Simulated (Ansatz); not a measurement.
AlCr$_{2}$C:
```yaml
crystal:
  lattice:
    - [2.81250, 0.00000, 0.00000]
    - [-1.40625, 2.43570, 0.00000]
    - [0.00000, 0.00000, 12.59488]
  atoms:
    - { symbol: Al, position: [0.66667, 0.33333, 0.25000] }
    - { symbol: Al, position: [0.33333, 0.66667, 0.75000] }
    - { symbol: Cr, position: [0.33333, 0.66667, 0.41567] }
    - { symbol: Cr, position: [0.66667, 0.33333, 0.58433] }
    - { symbol: Cr, position: [0.66667, 0.33333, 0.91567] }
    - { symbol: Cr, position: [0.33333, 0.66667, 0.08433] }
    - { symbol: C, position: [0.00000, 0.00000, 0.50000] }
    - { symbol: C, position: [0.00000, 0.00000, 0.00000] }
```

Relaxed with PBEsol. Special points in fractions of this cell's reciprocal vectors: Γ (0.000, 0.000, 0.000); M (0.500, 0.000, 0.000); K (0.333, 0.333, 0.000); A (0.000, 0.000, 0.500); L (0.500, 0.000, 0.500); H (0.333, 0.333, 0.500).

Problem. List the band energies nearest the Fermi level at these points for PBEsol (plane waves, PAW; program Ansatz).

Solution. In eV from the Fermi level; about four levels below and three above (degenerate sets whole), none deeper than 8.9 eV; points with the same levels are listed once.

```json
[
 {"k": "Γ", "below": "-0.22 -0.22 -0.20 -0.20", "above": "0.61 0.61 0.66 0.66"},
 {"k": "M", "below": "-3.28 -3.21 -2.08 -2.04", "above": "0.11 0.32 0.41"},
 {"k": "K", "below": "-2.26 -2.26 -1.99 -0.85", "above": "0.36 0.36 0.71 0.71"},
 {"k": "A", "below": "-0.21 -0.21 -0.21 -0.21", "above": "0.63 0.63 0.63 0.63"},
 {"k": "L", "below": "-3.21 -3.21 -2.05 -2.05", "above": "0.27 0.27 0.37 0.37"},
 {"k": "H", "below": "-2.11 -2.11 -1.35 -1.35", "above": "0.29 0.29 0.82 0.82"}
]
```

Space group P6_3/mmc. Symmetry was held in the PBEsol relaxation; of distortions, only those at the zone centre were tested. No spin polarisation was allowed.

Potentials: the earlier of the program's two PAW sets.
